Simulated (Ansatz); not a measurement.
ZrGeS:
```cif
data_Ge2S2Zr2
_chemical_formula_sum 'Zr2 Ge2 S2'
_space_group_name_H-M_alt 'P 1'
_space_group_IT_number 1
_cell_length_a 3.64030
_cell_length_b 3.64030
_cell_length_c 8.06358
_cell_angle_alpha 90.000
_cell_angle_beta 90.000
_cell_angle_gamma 90.000
loop_
_space_group_symop_operation_xyz
  'x, y, z'
loop_
_atom_site_label
_atom_site_type_symbol
_atom_site_fract_x
_atom_site_fract_y
_atom_site_fract_z
_atom_site_occupancy
Zr1 Zr 0.00000 0.50000 0.72528 1
Zr2 Zr 0.50000 0.00000 0.27472 1
Ge1 Ge 0.50000 0.50000 0.00000 1
Ge2 Ge 0.00000 0.00000 0.00000 1
S1 S 0.00000 0.50000 0.37841 1
S2 S 0.50000 0.00000 0.62159 1
```

Relaxed with r²SCAN.

Which orbitals make up the states near the Fermi level in plane-wave PAW r²SCAN (Ansatz code)?

Within 0.5 eV of the Fermi level: Zr 4d 68 %, Ge 4p 15 %, S 3p 7 %. Projections are on Löwdin-orthogonalised atomic valence shells; empty p or d shells of many metals are not among them.

Tabulate the density of states.

States/eV per cell of 6 atoms, in 0.25 eV bins, energy from the Fermi level.

| E (eV) | total | Zr 4d | S 3p | Ge 4p |
|---|---|---|---|---|
| -7.85 | 0.41 | 0.06 | 0.01 | 0.12 |
| -7.60 | 0.38 | 0.05 | 0.01 | 0.12 |
| -7.35 | 0.32 | 0.05 | 0.01 | 0.10 |
| -7.10 | 0.41 | 0.06 | 0.07 | 0.11 |
| -6.85 | 1.71 | 0.28 | 0.88 | 0.25 |
| -6.60 | 5.42 | 0.92 | 3.52 | 0.38 |
| -6.35 | 4.26 | 0.70 | 2.62 | 0.44 |
| -6.10 | 2.47 | 0.38 | 1.29 | 0.45 |
| -5.85 | 2.01 | 0.32 | 1.09 | 0.37 |
| -5.60 | 2.34 | 0.39 | 1.25 | 0.43 |
| -5.35 | 2.41 | 0.39 | 1.17 | 0.54 |
| -5.10 | 3.25 | 0.57 | 1.75 | 0.57 |
| -4.85 | 4.52 | 1.03 | 2.72 | 0.43 |
| -4.60 | 4.84 | 1.13 | 3.14 | 0.30 |
| -4.35 | 5.15 | 0.91 | 3.28 | 0.67 |
| -4.10 | 6.69 | 1.24 | 4.24 | 0.91 |
| -3.85 | 4.33 | 0.94 | 2.32 | 0.87 |
| -3.60 | 2.82 | 0.63 | 1.32 | 0.72 |
| -3.35 | 2.23 | 0.49 | 0.88 | 0.72 |
| -3.10 | 1.95 | 0.44 | 0.60 | 0.78 |
| -2.85 | 2.22 | 0.62 | 0.53 | 0.92 |
| -2.60 | 4.10 | 1.44 | 0.65 | 1.80 |
| -2.35 | 4.09 | 1.52 | 0.67 | 1.71 |
| -2.10 | 3.97 | 1.50 | 0.74 | 1.54 |
| -1.85 | 3.25 | 1.35 | 0.62 | 1.13 |
| -1.60 | 2.52 | 1.01 | 0.56 | 0.83 |
| -1.35 | 0.92 | 0.35 | 0.15 | 0.35 |
| -1.10 | 0.76 | 0.34 | 0.07 | 0.28 |
| -0.85 | 0.74 | 0.37 | 0.07 | 0.24 |
| -0.60 | 0.83 | 0.46 | 0.07 | 0.23 |
| -0.35 | 1.16 | 0.69 | 0.10 | 0.28 |
| -0.10 | 0.59 | 0.37 | 0.04 | 0.12 |
| 0.15 | 1.23 | 0.87 | 0.08 | 0.14 |
| 0.40 | 2.03 | 1.48 | 0.13 | 0.18 |
| 0.65 | 2.14 | 1.62 | 0.17 | 0.14 |
| 0.90 | 3.14 | 2.29 | 0.30 | 0.19 |
| 1.15 | 3.86 | 2.82 | 0.31 | 0.27 |
| 1.40 | 4.46 | 3.23 | 0.26 | 0.34 |
| 1.65 | 5.71 | 3.91 | 0.28 | 0.54 |
| 1.90 | 6.61 | 4.50 | 0.36 | 0.67 |
| 2.15 | 6.76 | 4.73 | 0.39 | 0.60 |
| 2.40 | 7.83 | 5.35 | 0.53 | 0.72 |
| 2.65 | 4.49 | 3.21 | 0.38 | 0.31 |
| 2.90 | 4.50 | 2.98 | 0.59 | 0.41 |
| 3.15 | 3.62 | 2.29 | 0.61 | 0.32 |
| 3.40 | 4.61 | 2.83 | 0.74 | 0.53 |
| 3.65 | 4.20 | 2.43 | 0.73 | 0.59 |
| 3.90 | 3.95 | 2.00 | 0.70 | 0.72 |
| 4.15 | 2.17 | 1.05 | 0.38 | 0.43 |

Space group P4/nmm. The workflow started from a Materials Project entry (that database holds measured and hypothetical structures alike); the Crystallography Open Database files this formula in space group No. 129, but the cells were not matched. Whether it is the stable phase at ambient conditions was not checked. The cell was relaxed with r²SCAN under the symmetry of its start; its stability against distortions is not shown here. No spin polarisation was allowed. Spin–orbit coupling is left out wherever it is not named.

Potentials: the later of the program's two PAW sets.
